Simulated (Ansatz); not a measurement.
Relaxed-ion elastic tensor of ZnF$_{2}$ (rutile, space group No. 136) in GPa (Voigt order), the program Ansatz at the PBE level (PAW); density 4.69 g/cm³, 12.20 Å³ per atom.

|  | 1 | 2 | 3 | 4 | 5 | 6 |
|---|---|---|---|---|---|---|
| 1 | 111 | 79.6 | 81.7 | 0.0 | 0.0 | 0.0 |
| 2 | 79.6 | 111 | 81.7 | 0.0 | 0.0 | 0.0 |
| 3 | 81.7 | 81.7 | 180 | 0.0 | 0.0 | 0.0 |
| 4 | 0.0 | 0.0 | 0.0 | 31.8 | 0.0 | 0.0 |
| 5 | 0.0 | 0.0 | 0.0 | 0.0 | 31.8 | 0.0 |
| 6 | 0.0 | 0.0 | 0.0 | 0.0 | 0.0 | 72.2 |

### Question
Is the crystal mechanically stable?

### Answer
Yes: the smallest eigenvalue of C is 31.0 GPa.

### Question
Work out the Voigt, Reuss and Hill averages.

### Answer
K_V = 98.5, K_R = 93.5, K_H = 96.0; G_V = 37.7, G_R = 29.5, G_H = 33.6 GPa.

### Question
Give Young's modulus, Poisson's ratio, Pugh's ratio and the universal anisotropy index.

### Answer
E = 9KG/(3K + G) = 90.2 GPa; ν = 0.34; K/G = 2.86 (ductile by the Pugh limit of 1.75); A_U = 5G_V/G_R + K_V/K_R − 6 = 1.45.

### Question
Estimate the sound speeds and the Debye temperature.

### Answer
v_l = √((K + 4G/3)/ρ) = 5480 m/s, v_t = √(G/ρ) = 2680 m/s, mean 3010 m/s; Θ = (h/k)(3n/4πV)^(1/3) v_m = 389 K.

### Question
How much does each axis shrink under pressure?

### Answer
Linear compressibilities β_i = Σ_j S_ij (j = 1 to 3): x 4.7, y 4.7, z 1.3 per TPa.

Space group P4_2/mnm (rutile). Symmetry was held in the PBE relaxation; phonons on a q-mesh show no instability.

Potentials: the later of the program's two PAW sets.
